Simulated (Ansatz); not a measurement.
Input:

RuW:
```cif
data_RuW
_chemical_formula_sum 'Ru1 W1'
_space_group_name_H-M_alt 'P 1'
_space_group_IT_number 1
_cell_length_a 3.60510
_cell_length_b 3.60510
_cell_length_c 3.60510
_cell_angle_alpha 60.000
_cell_angle_beta 60.000
_cell_angle_gamma 60.000
loop_
_space_group_symop_operation_xyz
  'x, y, z'
loop_
_atom_site_label
_atom_site_type_symbol
_atom_site_fract_x
_atom_site_fract_y
_atom_site_fract_z
_atom_site_occupancy
Ru1 Ru 0.00000 0.00000 0.00000 1
W1 W 0.50000 0.50000 0.50000 1
```

This is the r²SCAN-relaxed structure.

### Question
All from r²SCAN in the plane-wave PAW code Ansatz, unless another level is named. Predict the bulk modulus (Birch–Murnaghan fit).

### Answer
248 GPa.

### Question
Next, the elastic constants (relaxed ions, GPa)?

### Answer
C11 = 382, C12 = 180, C44 = -23.5.

Space group Fm-3m (rock salt). The start of the workflow was typed in or built on a structure type; neither database checked (COD, Materials Project) lists it. Its standing as an ambient phase is unchecked. The cell was relaxed with r²SCAN under the symmetry of its start. At this level the phase is mechanically unstable. No spin polarisation was allowed. Its formation energy is positive at this level, so the cell may be metastable or incomplete. As this level gives no gap, shear constants depend on the k-mesh and smearing (Fermi–Dirac, 0.1 eV here). Spin–orbit coupling is left out wherever it is not named.

Potentials: the later of the program's two PAW sets.
